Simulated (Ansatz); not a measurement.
**Profile along the Sc–B line in Sc3TlB (anti-perovskite)**

Sc₃TlB (anti-perovskite)

Space group Pm-3m (No. 221); a = 4.633 Å, b = 4.633 Å, c = 4.633 Å, α = 90.00°, β = 90.00°, γ = 90.00°

```tsv
atom	site	symmetry	x	y	z
Sc	3c	4/mm.m	0.0000	0.5000	0.5000
Tl	1a	m-3m	0.0000	0.0000	0.0000
B	1b	m-3m	0.5000	0.5000	0.5000
```

Fields along a shortest Sc–B line of a {100} plane (2.32 Å), from Sc to B, interpolated on the slice's grid (step about 0.2 Å). Level of theory: PBEsol (plane waves to 420 eV, PAW, scalar-relativistic; Ansatz, a first-principles code). k mesh 10×10×10. Inside the PAW spheres the values are not all-electron values, and peaks at nuclei hang on which shells count as valence. Sc3TlB is run without spin polarisation. Sc3TlB was relaxed with its symmetry unable to fall. Spin-orbit coupling is left out, though Tl is heavy.

```json
[
 {"distance from Sc (Å)": "0.00", "valence electron density (e/Å³)": "7.39", "electron localisation function": "x"},
 {"distance from Sc (Å)": "0.23", "valence electron density (e/Å³)": "7.20", "electron localisation function": "x"},
 {"distance from Sc (Å)": "0.46", "valence electron density (e/Å³)": "5.13", "electron localisation function": "x"},
 {"distance from Sc (Å)": "0.70", "valence electron density (e/Å³)": "2.10", "electron localisation function": "0.68"},
 {"distance from Sc (Å)": "0.93", "valence electron density (e/Å³)": "0.63", "electron localisation function": "0.27"},
 {"distance from Sc (Å)": "1.16", "valence electron density (e/Å³)": "0.38", "electron localisation function": "0.25"},
 {"distance from Sc (Å)": "1.39", "valence electron density (e/Å³)": "0.44", "electron localisation function": "0.62"},
 {"distance from Sc (Å)": "1.62", "valence electron density (e/Å³)": "0.60", "electron localisation function": "0.70"},
 {"distance from Sc (Å)": "1.86", "valence electron density (e/Å³)": "0.70", "electron localisation function": "x"},
 {"distance from Sc (Å)": "2.09", "valence electron density (e/Å³)": "0.48", "electron localisation function": "x"},
 {"distance from Sc (Å)": "2.32", "valence electron density (e/Å³)": "0.25", "electron localisation function": "x"}
]
```

x: too close to a nucleus for the ELF to mean much.

Density on the Sc–B line (2.32 Å) at its density minimum, 1.2 Å from Sc: 0.37 e/Å³. ELF at that point: 0.3.
